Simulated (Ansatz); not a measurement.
An Ansatz (a quantum-chemistry and plane-wave program) run. Input:

Ansatz 0.2 input:
```yaml
crystal:
  lattice:
    - [0.0, 3.2817521496, 3.2817521496]
    - [3.2817521496, 0.0, 3.2817521496]
    - [3.2817521496, 3.2817521496, 0.0]
  atoms:
    - { symbol: La, position: [0.0, 0.0, 0.0] }
    - { symbol: Sb, position: [0.5, 0.5, 0.5] }
kpoints:
  mp_grid: { grid: [8, 8, 8] }
  band_path:
    path:
      - [[0.0, 0.0, 0.0], [0.5, 0.0, 0.5], [0.625, 0.25, 0.625]]  # Γ-X-U
      - [[0.375, 0.375, 0.75], [0.0, 0.0, 0.0], [0.5, 0.5, 0.5], [0.5, 0.25, 0.75], [0.5, 0.0, 0.5]]  # K-Γ-L-W-X
    npoints: 12
hamiltonian:
  xc: r2scan
  pseudopotentials: { kind: paw }
magnetization: { noncollinear: true, spin_orbit: true }
scf:
  n_extra_bands: 12
  convergence: { dr2_threshold: 0.0000000001 }
  occupations: { method: gaussian, width: 0.05 }
output: { eigenvalues: true }
```

Output (shortened):

```
Pseudopotential: La, paw_fr, valence charge 11
Pseudopotential: Sb, paw_fr, valence charge 15
Functional definition: r2SCAN
non-collinear run that drives no moment, with spin-orbit …
Crystal: 2 atoms, lattice volume = 70.688 Å³
Basis set: ecut = 500 eV, 1807 PW (Γ), exchange–correlation on 144×144×144 points (64 copies of the dense FFT grid, shifted against one another)
Bands: 38, of which v1, the nominal top of the filled ones, is band 26 counted from 1 (25 counted from 0)
Symmetry: 48 space group operations + 48 with time reversal
k-points: 29 of 512
Projection manifold: j_resolved (fully-relativistic pseudo-atomic orbitals)
iter 1 solved again at ethr=2.43e-3 eV; its pass at ethr=3.10e-3 eV (dr2=6.31e-1 eV) is discarded
SCF iter   1: F=—  HF=-12742.026724 eV  |F-HF|=—  |Δ(HF+E_count)|=         —  Δρ=2.71e-2  dr2=6.38e-1  dr2_τ=1.46e-3  dr2_m=0.00e0 (ungated)  ethr=2.43e-3  |M|=0.00e0 ∫|m|=0.00e0 μB  |m|>n=0.0e0 m-floor=0.0e0 τ_xc=0.0e0  β_m=0.30  ⟨swp⟩=1.0  Hψ=3416  notcnv=0
preconditioner: auto → none
SCF iter   2: F=—  HF=-12742.008045 eV  |F-HF|=—  |Δ(HF+E_count)|=   1.87e-2  Δρ=1.63e-2  dr2=1.45e-1  dr2_τ=6.44e-4  dr2_m=0.00e0 (ungated)  ethr=2.43e-3  |M|=0.00e0 ∫|m|=0.00e0 μB  |m|>n=0.0e0 m-floor=0.0e0 τ_xc=0.0e0  β_m=0.39  ⟨swp⟩=3.8  Hψ=1130  notcnv=0
preconditioner: auto → Kerker (q_TF=auto, 2.309 Å⁻¹)
spin=Noncollinear: Kerker preconditioning applied to the charge; magnetization (m_x, m_y, m_z) channels mix plain (no charge-response kernel on spin).
SCF iter   3: F=—  HF=-12742.044297 eV  |F-HF|=—  |Δ(HF+E_count)|=   3.63e-2  Δρ=1.00e-2  dr2=7.03e-2  dr2_τ=4.44e-4  dr2_m=0.00e0 (ungated)  ethr=5.58e-4  |M|=0.00e0 ∫|m|=0.00e0 μB  |m|>n=0.0e0 m-floor=0.0e0 τ_xc=0.0e0  β_m=0.69  ⟨swp⟩=2.8  Hψ=1106  notcnv=0  defer=100
SCF iter   4: F=—  HF=-12742.071241 eV  |F-HF|=—  |Δ(HF+E_count)|=   2.69e-2  Δρ=2.92e-3  dr2=8.17e-3  dr2_τ=2.27e-5  dr2_m=0.00e0 (ungated)  ethr=2.70e-4  |M|=0.00e0 ∫|m|=0.00e0 μB  |m|>n=0.0e0 m-floor=0.0e0 τ_xc=0.0e0  β_m=0.85  ⟨swp⟩=3.3  Hψ=867  notcnv=0  defer=100
SCF iter   5: F=—  HF=-12742.074631 eV  |F-HF|=—  |Δ(HF+E_count)|=   3.39e-3  Δρ=5.73e-4  dr2=3.30e-4  dr2_τ=1.40e-6  dr2_m=0.00e0 (ungated)  ethr=3.14e-5  |M|=0.00e0 ∫|m|=0.00e0 μB  |m|>n=0.0e0 m-floor=0.0e0 τ_xc=0.0e0  β_m=0.86  ⟨swp⟩=2.0  Hψ=979  notcnv=0  defer=136
SCF iter   6: F=—  HF=-12742.074766 eV  |F-HF|=—  |Δ(HF+E_count)|=   1.34e-4  Δρ=2.22e-4  dr2=6.32e-5  dr2_τ=1.31e-7  dr2_m=0.00e0 (ungated)  ethr=1.27e-6  |M|=0.00e0 ∫|m|=0.00e0 μB  |m|>n=0.0e0 m-floor=0.0e0 τ_xc=0.0e0  β_m=0.93  ⟨swp⟩=2.0  Hψ=840  notcnv=0  defer=136
SCF iter   7: F=—  HF=-12742.074815 eV  |F-HF|=—  |Δ(HF+E_count)|=   4.95e-5  Δρ=6.07e-5  dr2=2.88e-6  dr2_τ=1.76e-8  dr2_m=0.00e0 (ungated)  ethr=2.43e-7  |M|=0.00e0 ∫|m|=0.00e0 μB  |m|>n=0.0e0 m-floor=0.0e0 τ_xc=0.0e0  β_m=0.97  ⟨swp⟩=2.0  Hψ=701  notcnv=0  defer=136
SCF iter   8: F=—  HF=-12742.074802 eV  |F-HF|=—  |Δ(HF+E_count)|=   1.31e-5  Δρ=1.02e-5  dr2=8.11e-8  dr2_τ=3.79e-10  dr2_m=0.00e0 (ungated)  ethr=1.11e-8  |M|=0.00e0 ∫|m|=0.00e0 μB  |m|>n=0.0e0 m-floor=0.0e0 τ_xc=0.0e0  β_m=0.98  ⟨swp⟩=2.0  Hψ=906  notcnv=0  defer=136
SCF iter  10: F=-12742.074802 eV  HF=-12742.074802 eV  |F-HF|=6.55e-11  |Δ(HF+E_count)|=   3.37e-9  Δρ=3.68e-7  dr2=5.58e-11  dr2_τ=5.23e-13  dr2_m=0.00e0 (ungated)  ethr=1.00e-12  |M|=0.00e0 ∫|m|=0.00e0 μB  |m|>n=0.0e0 m-floor=0.0e0 τ_xc=0.0e0  ⟨swp⟩=8.3  Hψ=2784  notcnv=0
SCF 1 converged in 10 iterations: F = -12742.074802 eV  dr2 = 5.58e-11
NSCF: frozen V_eff on 74 k-points
SCF converged after 10 iterations
Magnetization: |M| = 0.0000 μB,  M = (+0.0000, +0.0000, +0.0000) μB
Absolute magnetization: 0.0000 μB (∫|m|)
  site 0: m = (+0.0000, +0.0000, +0.0000) μB, |m| = 0.0000 μB  (R = 1.35 Å)
  site 1: m = (+0.0000, +0.0000, +0.0000) μB, |m| = 0.0000 μB  (R = 1.35 Å)
Free energy (F): -12742.074802 eV
Harris-Foulkes:  -12742.074802 eV  (|F-HF|=6.55e-11)
Internal energy: -12742.074537 eV  (E = F + TS)
E sigma→0 (E₀):  -12742.074670 eV
Entropy (-TS):   -0.000265 eV (-0.133 meV/atom)
Fermi energy:    9.292877 eV
--- Per-component energies (eV) ---
  E_band       = -239.116587
  E_kinetic    = 397.731050
  E_local      = -2102.155270  (includes V_loc(G=0)·N_el)
  E_nonlocal   = 458.508489
  E_hartree    = 914.073840
  E_xc         = -259.600638
  E_vxc        = -262.716312  (∫ρ·V_xc dr)
  E_paw        = -10016.585441  (= ΣΔE_a)
  E_vpaw       = -573.477047  (= ΣTr[D̂ρ^β])
  E_aug_tail   = -0.000001  (compensation charges beyond the density's cutoff)
  E_vtau       = 14.845076  (kinetic-family band-sum trace: ∫τ·v_τ [+ j·A + Jᵃ·Aᵃ] dr)
  E_ewald      = -2134.632378
  E_core_change = 0.585812  (= ΣΔE_core)
  E_smearing   = -0.000265  (= −TS)
  E_closure    = 0.000000  (closes the sum)
  Σ components = -12742.074802   (vs F -12742.074802, Δ=0.00e0)
  [band-id]    e_kinetic+e_local+e_nonlocal+2·e_hartree+e_vxc+e_vpaw+e_augmentation_tail+e_vtau = -239.116335   (vs E_band -239.116587, Δ=2.52e-4)
--- Band table (eV; the first three rows and the last of 29) ---
  k-point 0: bands = ["-24.5268", "-24.5268", "-19.7597", "-19.7597", "-19.7597", "-19.7597", "-18.5267", "-18.5267", "-18.5267", "-18.5267", "-18.5090", "-18.5090", "-9.4304", "-9.4304", "-6.9982", "-6.9982", "-6.9982", "-6.9982", "0.0050", "0.0050", …
  k-point 1: bands = ["-24.5243", "-24.5243", "-19.7597", "-19.7597", "-19.7596", "-19.7596", "-18.5270", "-18.5270", "-18.5266", "-18.5266", "-18.5088", "-18.5088", "-9.4411", "-9.4411", "-7.0361", "-7.0361", "-6.9988", "-6.9988", "0.1661", "0.1661", …
  k-point 2: bands = ["-24.5184", "-24.5184", "-19.7599", "-19.7599", "-19.7594", "-19.7594", "-18.5278", "-18.5278", "-18.5265", "-18.5265", "-18.5084", "-18.5084", "-9.4676", "-9.4676", "-7.1225", "-7.1225", "-7.0002", "-7.0002", "0.5816", "0.5816", …
  k-point 28: bands = ["-24.5074", "-24.5074", "-19.7593", "-19.7593", "-19.7560", "-19.7560", "-18.5268", "-18.5268", "-18.5223", "-18.5223", "-18.5071", "-18.5071", "-9.5250", "-9.5250", "-7.1749", "-7.1749", "-7.1339", "-7.1339", "0.8517", "0.8517", …
```

Cost: roughly 50 core-seconds on shared cores.

Space group Fm-3m (rock salt). The workflow started from an entry of the Crystallography Open Database (COD). Whether it is the stable phase at ambient conditions was not checked. The cell was relaxed with r²SCAN under the symmetry of its start; its stability against distortions is not shown here.

Potentials: the later of the program's two PAW sets.

Ansatz is a plane-wave DFT program.
